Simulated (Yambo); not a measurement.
G0W0@PBEsol for LiNbO$_{2}$ (space group P6_3/mmc, No. 194) in Yambo (6×6×1 mesh, 8 Ry block, plasmon pole, screening fixed), without a terminator:

```csv
bands N in G,gap Γ → Γ (eV),shift of the valence edge (eV)
66,2.403,0.821
104,2.346,0.442
156,2.329,0.224
```

Extrapolate both columns to infinite N with E(N) = E∞ + A/N, test the form, and compare with the terminator.

From two points, E∞ = (N2 E2 − N1 E1)/(N2 − N1). The two largest N give 2.29 eV for the gap and -0.21 eV for the shift; the two smallest give 2.25 eV and -0.22 eV. For the gap the slopes A are 10 and 5.3 eV: the form isn't reached, and its limit is uncertain. For the shift the slopes A are 68 and 68 eV: the 1/N form holds. With the Bruneval-Gonze terminator and 156 bands the run gives 2.30 eV and 0.00 eV, 0.01 eV and 0.22 eV from the extrapolated values: the terminator too is an estimate of the remainder. Block, mesh and the bands in W are held fixed.

Spin-orbit coupling is not included.

Geometry of the Materials Project entry, not relaxed at this level; primitive cell a = 2.9218 Å, b = 2.9218 Å, c = 10.4510 Å, α = 90.00°, β = 90.00°, γ = 120.00°.

A shift is the quasiparticle energy of the state minus its PBEsol energy.
